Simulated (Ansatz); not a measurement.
The elements of this relaxed trial crystal are hidden behind letters.

```
lattice vectors (Å)
   3.6114   -1.9147    0.0000
   3.6114    1.9147    0.0000
  -1.7931    0.0000    8.1034
fractional positions
X 0.5000 0.5000 0.0000
Z 0.1145 0.1145 0.7670
Z 0.7676 0.7676 0.6179
Z 0.2324 0.2324 0.3821
Z 0.8855 0.8855 0.2330
```

Method: DFT PBE, scalar-relativistic, plane waves, PAW in Ansatz 0.2.0. Cutoff 420 eV, Γ-centred 12×10×6 mesh (5-atom cell), Gaussian smearing of 0.10 eV, no spin polarisation.

| Quantity | Value |
| --- | --- |
| Space group | C2/m (No. 12) |
| Conventional cell | a = 7.223 Å, b = 3.829 Å, c = 8.299 Å, β = 102.5° |
| Volume per atom | 22.41 Å³ |
| Density | 6.06 g/cm³ |
| Formation energy | +0.18 eV/atom |
| Gap on the 12×10×6 mesh of the 5-atom cell | 0 eV (a metal) |

Energies are uncorrected and count from the elements' standard states at the same level.

**Question.** X is a p-block element of period 5 and Z is a p-block element of period 4. Which elements are they?

**Answer.** X = Sn, Z = Ge, so the formula is SnGe4. Density times volume gives a mean mass of 6.06 × 22.41/1.6605 = 81.8 u per atom, and this set has 81.8 u. Among the elements that the hints allow, noble gases aside, only these give it. Sn is surrounded by 6 Ge at 2.96–3.03 Å; Ge on its first site has 3 Ge at 2.54–2.65 Å and 3 Sn at 2.96–3.03 Å; around Ge on its second site lie 5 Ge at 2.54–2.71 Å.

This cell was reached by moving the atoms of another relaxed cell at random and relaxing again, last within the group found; it had no such test of its own.
